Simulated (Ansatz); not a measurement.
The relaxed structure here is a generated cell of NbRu: the first start was made by placing the elements on the sites of a structure type, and the end was not matched to a known phase here, so it may be hypothetical.

A relaxed cell of NbRu (P4₂/mmc (No. 131)), relaxed on a k-mesh at least as fine as the one used below. These are PBE (plane waves to 420 eV, PAW, scalar-relativistic; Ansatz, a program for electronic structure) values and carry that method's errors. Γ-centred k-mesh 11×11×4 on the run's cell (coarser than for final values), Fermi–Dirac smearing 0.05 eV.

```yaml
crystal:
  lattice:
    - [2.97667, 0.00000, 0.00000]
    - [0.00000, 2.97667, 0.00000]
    - [0.00000, 0.00000, 8.16769]
  atoms:
    - { symbol: Ru, position: [0.00000, 0.50000, 0.00000] }
    - { symbol: Ru, position: [0.50000, 0.00000, 0.50000] }
    - { symbol: Nb, position: [0.00000, 0.00000, 0.25000] }
    - { symbol: Nb, position: [0.00000, 0.00000, 0.75000] }
```

The atoms are displaced along an unstable phonon of this cell by (Å):

```tsv
atom	ux	uy	uz
Ru1	0.000	-0.041	0.000
Ru2	0.000	0.150	0.000
Nb3	0.000	-0.059	0.000
Nb4	0.000	-0.059	0.000
```

Problem. What forces (eV/Å) and pressure result?

Solution. 
```
atom    Fx     Fy     Fz
----  ----  -----  -----
Ru1   0.00  -0.24   0.00
Ru2   0.00   0.81   0.00
Nb3   0.00  -0.28   0.15
Nb4   0.00  -0.28  -0.15
```

Pressure -0.5 GPa.

The undisplaced cell is probably no minimum: from this displacement the run went on to Pmmm (No. 47), 0.47 eV/atom below it.

No spin polarisation in the result.
